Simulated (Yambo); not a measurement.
A G0W0@PBEsol run in Yambo for K2PtC2 (space group P-3m1, No. 164) (3×3×2 Γ-centred k mesh, bands 9 to 258 and a 6 Ry block in the screening, 258 bands in G with the Bruneval-Gonze terminator, plasmon pole fitted at 27.2 eV) gives these matrix elements, in eV, at the band edges (A → (0, 0.333, -0.5)):

| state | E0 | <Vxc> | <Σx> | <Σc(E0)> | Z |
|---|---|---|---|---|---|
| valence edge | 0.000 | -18.381 | -21.569 | 2.780 | 0.778 |
| conduction edge | 0.897 | -9.987 | -6.493 | -2.934 | 0.810 |

Task: Solve the linearised quasiparticle equation for both states, give the gap, and say how exchange and correlation each act on it.

Result: E = E0 + Z(Σx + Σc − Vxc). Valence: 0.000 + 0.778 × (-21.569 + (2.780) − (-18.381)) = -0.32 eV. Conduction: 0.897 + 0.810 × (-6.493 + (-2.934) − (-9.987)) = 1.35 eV. The gap is 1.67 eV, against 0.90 eV in PBEsol. Replacing Vxc by bare exchange alone would open it by 6.68 eV; correlation takes back 5.71 eV of that, and Z scales what is left. Nearest settings tried, and what they do to the gap: 172 bands in G: -6 meV; 108 bands in W, 108 bands in G: +65 meV; 3 Ry block (83 vectors against 213): -102 meV. Not varied: mesh. So the settings aren't converged at that level. The k mesh is coarse. The mesh misses a band edge: along a dense path the PBEsol gap is 0.59 eV against 0.90 eV on the mesh. 

Spin-orbit coupling is included.

Geometry of the Materials Project entry, not relaxed at this level; primitive cell a = b = 5.138 Å, c = 5.195 Å, α = β = 90.00°, γ = 120.00°.

The structure is a Materials Project entry; no match was found in the copy of COD used, and its stability was not checked.
